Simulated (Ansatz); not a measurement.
According to the program Ansatz at the PBE level (PAW), AlP in the CsCl type structure (Pm-3m) relaxes to a = 3.119 Å. P has 8 nearest neighbours from 2.70 Å (cubic). Against the elements it lies at 0.11 eV/atom, with no fitted shifts.

Electronic character: metallic (no gap).

The bulk modulus is 90.5 GPa.

The start of the workflow was typed in or built on a structure type; neither database checked (COD, Materials Project) lists it. It is not the phase usual at ambient conditions (space group No. 216). The PBE relaxation kept the symmetry of its start; its stability against distortions is not shown here. The volume moved by 20 % from the start of the relaxation. The references are the lowest solids computed at this level, not always the standard phases.

Potentials: the earlier of the program's two PAW sets.
